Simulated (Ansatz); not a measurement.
# Phases of Ca at 2.8 GPa

Structure types of Ca are relaxed in primitive cells with their symmetry kept at 2.8 GPa, on PAW files; LAPW relaxes the small cells further and takes the PAW cell for the others (marked *). The enthalpy is E + pV at zero temperature, without zero-point motion. Only the types listed were tried, and differences under about 5 meV/atom are mesh noise.

Computed with Ansatz 0.2.0; functional PBEsol, scalar-relativistic. Settings: Fermi–Dirac smearing of 0.1 eV, no spin polarisation. Methods: LAPW: all electrons, basis error target 0.5 meV/atom; PAW: frozen-core files, cutoff 420 eV.

k meshes: fcc 13×13×13, bcc 13×13×13, hcp 12×12×7, A7 10×10×10, hP4 8×8×5, dhcp 10×10×3.

The PAW files were made under PBE.

Which type is lowest in enthalpy, and by how much?

fcc, 5 meV/atom below dhcp. The whole table:

```
start type         ends as           a, b, c (Å)  V (Å³/atom)  H − H(lowest), LAPW (meV/atom)  same, PAW
       fcc      fcc, Fm-3m   5.230, 5.230, 5.230        35.76                             0.5        0.5
       bcc      bcc, Im-3m   4.139, 4.139, 4.139        35.45                            10.4       10.4
       hcp   hcp, P6_3/mmc   3.690, 3.690, 6.093        35.92                            10.0       10.0
        A7      fcc, Fm-3m   5.231, 5.231, 5.231        35.78                             0.0        0.0
      hP4*  dhcp, P6_3/mmc  3.697, 3.697, 12.115        35.85                             5.1        5.1
     dhcp*  dhcp, P6_3/mmc  3.688, 3.688, 12.170        35.83                             5.6        5.6
```
